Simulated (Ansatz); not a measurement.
Cr2SiC in space group P6_3/mmc (No. 194; Cr on 4f, Si on 2d, C on 2a) under volume change, DFT-PBEsol in the program Ansatz with PAW potentials, shape and atoms relaxed at each volume.

```json
[
 {"V (Å³/atom)": "9.363", "E − E(relaxed) (meV/atom)": "70.1", "P (GPa)": "26.12"},
 {"V (Å³/atom)": "9.671", "E − E(relaxed) (meV/atom)": "29.7", "P (GPa)": "16.15"},
 {"V (Å³/atom)": "9.980", "E − E(relaxed) (meV/atom)": "…", "P (GPa)": "…"},
 {"V (Å³/atom)": "10.289", "E − E(relaxed) (meV/atom)": "0.0", "P (GPa)": "0.00"},
 {"V (Å³/atom)": "10.597", "E − E(relaxed) (meV/atom)": "…", "P (GPa)": "…"},
 {"V (Å³/atom)": "10.906", "E − E(relaxed) (meV/atom)": "24.2", "P (GPa)": "-11.89"},
 {"V (Å³/atom)": "11.215", "E − E(relaxed) (meV/atom)": "51.6", "P (GPa)": "-16.47"}
]
```

**Question.** Complete the blanks.

**Answer.** 
- 9.980, E − E(relaxed) (meV/atom): 7.1
- 9.980, P (GPa): 7.54
- 10.597, E − E(relaxed) (meV/atom): 6.4
- 10.597, P (GPa): -6.42

**Question.** What does a third-order Birch–Murnaghan fit give for V₀, B₀ and B′?

**Answer.** V₀ = 10.29 Å³/atom, B₀ = 229 GPa, B′ = 4.0.

The first step of the workflow began from a Materials Project structure, measured or hypothetical; the Crystallography Open Database copy checked does not list it. Its standing as an ambient phase is unchecked. Symmetry was held in the PBEsol relaxation; whether a distortion lowers the energy is not shown. Magnetic state: ferromagnetic, the only order run, not a proven ground state.

Potentials: the later of the program's two PAW sets.
